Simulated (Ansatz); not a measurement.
Here is the system:

NiBi3:
```
CELL_PARAMETERS angstrom
      4.73241     0.00000     0.00000
      0.00000     4.73241     0.00000
      0.00000     0.00000     4.73241
ATOMIC_POSITIONS crystal
  Bi 0.00000 0.50000 0.50000
  Bi 0.50000 0.50000 0.00000
  Bi 0.50000 0.00000 0.50000
  Ni 0.00000 0.00000 0.00000
```

This is the PBE-relaxed structure.

Q: All from PBE in the plane-wave PAW code Ansatz, unless another level is named. Estimate the density of states at the Fermi level.

A: 0.76 states/eV per atom (mean over ±0.08 eV).

Q: And the formation energy from the elements (no fitted shifts)?

A: 426 meV/atom.

Space group Pm-3m (Cu3Au type). The cell is a constructed one: a structure type filled with these elements; neither database checked (COD, Materials Project) lists it. Its standing as an ambient phase is unchecked. Symmetry was held in the PBE relaxation; its stability against distortions is not shown here. The workflow began spin-polarised and lost its moments. The cell computed holds one magnetic atom, so no antiferromagnetic order was within reach. The references are the lowest solids computed at this level, not always the standard phases. Spin–orbit coupling is left out wherever it is not named.

Potentials: the earlier of the program's two PAW sets.
